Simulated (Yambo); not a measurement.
CaCd₂P₂ (space group P-3m1, No. 164), G0W0@PBEsol in Yambo with this input:

```
rim_cut
gw0
dyson
el_el_corr
HF_and_locXC
ppa
em1d
RandQpts= 1000000
RandGvec= 1 Ry
EXXRLvcs= 102 Ry
VXCRLvcs= 408 Ry
Chimod= "HARTREE"
% BndsRnXp
 19 | 262 |
%
NGsBlkXp= 6 Ry
% LongDrXp
 1.0 | 1.0 | 1.0 |
%
PPAPntXp= 27.2114 eV
% GbndRnge
 1 | 262 |
%
GTermKind= "BG"
DysSolver= "n"
ExtendOut
```

On a 3×3×2 mesh, with wavefunctions cut at 102 Ry, the gap (Γ → Γ) is 1.432 eV and the valence edge shifts by -0.430 eV.

What happens with this change: 140 bands in W?

The gap rises by 0.053 eV, to 1.485 eV; the shift of the valence edge becomes -0.257 eV. Neither run is shown to be the converged limit.

Spin-orbit coupling is included.

Geometry of the Materials Project entry, not relaxed at this level; primitive cell a = b = 4.292 Å, c = 7.055 Å, α = β = 90.00°, γ = 120.00°.

A shift is the quasiparticle energy of the state minus its PBEsol energy.
